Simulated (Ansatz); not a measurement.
## Putting Li into TlAgTe2

Theory: Ansatz 0.2.0, DFT r2SCAN, scalar-relativistic, plane waves, PAW.

Plane waves to 500 eV, a k mesh through Γ of 12×12×12 on the computed 4-atom cell and Gaussian smearing (0.10 eV); no spin polarisation for the host; each changed cell takes a mesh and smearing chosen by its own gap and starts from the host's moments or customary ones, or runs without spin. Cells and atoms are relaxed to the nearest stationary point that keeps the symmetry of their start (forces under 0.02 to 0.04 eV/Å, stress under 0.1 to 0.2 GPa); energies are at zero smearing, without zero-point or thermal terms.

Relaxed host (gap on the mesh 0 eV):

```
CELL_PARAMETERS angstrom
-1.80080 1.80080 9.25768
1.80080 -1.80080 9.25768
1.80080 1.80080 -9.25768
ATOMIC_POSITIONS crystal
Tl 0.00000 0.00000 0.00000
Ag 0.75000 0.25000 0.50000
Te 0.36530 0.36530 0.00000
Te 0.63470 0.63470 0.00000
```

Cases: (1) 2 Li in a 1×1×1 repeat of the cell, at (0.139 0.139 0.000), (0.861 0.861 0.000) in fractions of that repeat, 2.55 Å from the nearest atom of the relaxed host; (2) 1 Li in a 1×1×1 repeat of the cell, at (0.139 0.139 0.000) in fractions of that repeat, 2.55 Å from the nearest atom of the relaxed host.

The table gives the energy per Li taken from Li metal (negative: uptake is favourable), the mean voltage, the swelling and the final surroundings.

```csv
case,formula,energy per Li (eV),mean voltage (V),ΔV (%),principal strains (%),nearest host atoms of the first Li,gap (eV)
1,Li2TlAgTe2,-1.50,1.50,+29.2,+17.4 +17.4 -6.3,3 (AgTl) from 2.57 Å,0.79
2,LiTlAgTe2,-1.96,1.96,+13.8,+28.4 -2.5 -9.1,7 (AgTe) from 2.78 Å,0
```

Each ion keeps what symmetry its start has, so a lower place off a symmetric site can be missed, above all for H.

Voltages count 1 electron per Li and hold for the ions inside the host, not for its break-up into other phases.

Relaxed structure of case 2, the lowest per ion:

```
Tl Ag Te Li
1.0
    -1.75597    2.31136    8.41622
     1.75597   -2.31136    8.41622
     1.75597    2.31136   -8.41622
Tl Ag Te Li
1 1 2 1
Direct
  0.96949 0.96949 0.00000
  0.76401 0.26401 0.50000
  0.35550 0.35550 0.00000
  0.62758 0.62758 0.00000
  0.17232 0.17232 0.00000
```

Spin-orbit coupling is left out. In Li2TlAgTe2, LiTlAgTe2 a bond of the host changes by more than 0.6 Å or the volume by a third: the framework has rearranged or swollen or shrunk strongly, and the figure may no longer describe a topotactic step.

Cost: 3 runs of about 12 core-minutes in all, on AMD EPYC 9R45 (Zen 5) (shared hosts).